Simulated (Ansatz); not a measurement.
Here is the system:

BeS:
```cif
data_BeS
_chemical_formula_sum 'Be1 S1'
_space_group_name_H-M_alt 'P 1'
_space_group_IT_number 1
_cell_length_a 3.44244
_cell_length_b 3.44244
_cell_length_c 3.44244
_cell_angle_alpha 60.000
_cell_angle_beta 60.000
_cell_angle_gamma 60.000
loop_
_space_group_symop_operation_xyz
  'x, y, z'
loop_
_atom_site_label
_atom_site_type_symbol
_atom_site_fract_x
_atom_site_fract_y
_atom_site_fract_z
_atom_site_occupancy
Be1 Be 0.00000 0.00000 0.00000 1
S1 S 0.25000 0.25000 0.25000 1
```

This is the r²SCAN-relaxed structure.

Question: All from DFT-r²SCAN in the program Ansatz with PAW potentials, unless another level is named. Give the static dielectric constant ε0 (ions relaxed, cell fixed).

Answer: 7.06.

Question: And the Born charges (a third of the trace)?

Answer: Be +1.67, S -1.67 e.

Question: Predict the largest static χ(2) component.

Answer: 5.4 pm/V.

Space group F-43m (zinc blende). The r²SCAN relaxation kept the symmetry of its start.

Potentials: the earlier of the program's two PAW sets. The files were generated under PBE; for other functionals the program regenerates the frozen cores, and for LDA and PBEsol the local potential too.
